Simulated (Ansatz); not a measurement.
# Computed properties of ZnSe

ZnSe:
```yaml
crystal:
  lattice:
    - [6.85992, 0.00000, 0.00000]
    - [0.00000, 6.85992, 0.00000]
    - [0.00000, 0.00000, 4.00212]
  atoms:
    - { symbol: Zn, position: [0.32590, 0.67410, 0.00000] }
    - { symbol: Zn, position: [0.67410, 0.32590, 0.00000] }
    - { symbol: Zn, position: [0.82590, 0.82590, 0.50000] }
    - { symbol: Zn, position: [0.17410, 0.17410, 0.50000] }
    - { symbol: Se, position: [0.31386, 0.31386, 0.00000] }
    - { symbol: Se, position: [0.68614, 0.68614, 0.00000] }
    - { symbol: Se, position: [0.18614, 0.81386, 0.50000] }
    - { symbol: Se, position: [0.81386, 0.18614, 0.50000] }
```

Space group P4_2/mnm (No. 136); conventional cell a = 6.860 Å, b = 6.860 Å, c = 4.002 Å, α = 90.00°, β = 90.00°, γ = 90.00°.

Method: PBEsol (plane waves, PAW; program Ansatz). Geometry: relaxed at this level of theory. Other levels are named where they apply.

**Cell and energy**

- Volume per atom: 23.54 Å³
- Density: 5.09 g/cm³
- Formation energy from the elements (no fitted shifts): -0.62 eV/atom

**Electronic structure**

- Band gap: 1.38 eV (smallest direct gap 1.38 eV)
- Valence-band maximum: on the M–Γ line, 95 % of the way from M
- Conduction-band minimum: at Γ
- Electron effective mass: 0.097, 0.11, 0.11 mₑ (principal values)
- Electron effective mass with spin–orbit coupling: 0.096, 0.11, 0.11 mₑ (principal values)
- Hole effective mass: 0.36, 1.3, 4.9 mₑ (principal values)
- Hole effective mass with spin–orbit coupling: 0.20, 0.20, 1.3 mₑ (principal values)
- HSE06 gap on the PBEsol cell: 2.63 eV
- Gap with spin–orbit coupling: 1.26 eV

**Mechanics**

- Bulk modulus (Birch–Murnaghan fit): 58.1 GPa
- Pressure derivative B′: 4.0
- Elastic constants (relaxed ions, GPa): C11 = 65.3, C12 = 56.0, C13 = 45.4, C33 = 114, C44 = 21.5, C66 = 19.1
- Mechanical stability: stable (all eigenvalues of C positive)
- Hill bulk and shear moduli: 58.8 and 15.8 GPa
- Young's modulus: 43.4 GPa
- Poisson's ratio: 0.38
- Debye temperature from the elastic constants: 206 K

**Dielectric response**

Electronic dielectric constant ε∞ (DFPT): 6.90 (xx = yy), 6.94 (zz)
Static dielectric constant ε0 (ions relaxed, cell fixed): 9.86 (xx = yy), 8.98 (zz)
Born charges (a third of the trace): Zn +1.95, Se -1.95 e

**Phonons**

Highest zone-centre frequency (without LO–TO term): 233 cm⁻¹
Zone-centre stability: no imaginary mode at Γ

The start of the workflow was typed in or built on a structure type; neither database checked (COD, Materials Project) lists it. It is not the phase usual at ambient conditions (space group No. 216). The PBEsol relaxation kept the symmetry of its start. The references are the lowest solids computed at this level, not always the standard phases. Spin–orbit coupling is left out wherever it is not named.

Potentials: the earlier of the program's two PAW sets. The files were generated under PBE; for other functionals the program regenerates the frozen cores, and for LDA and PBEsol the local potential too.
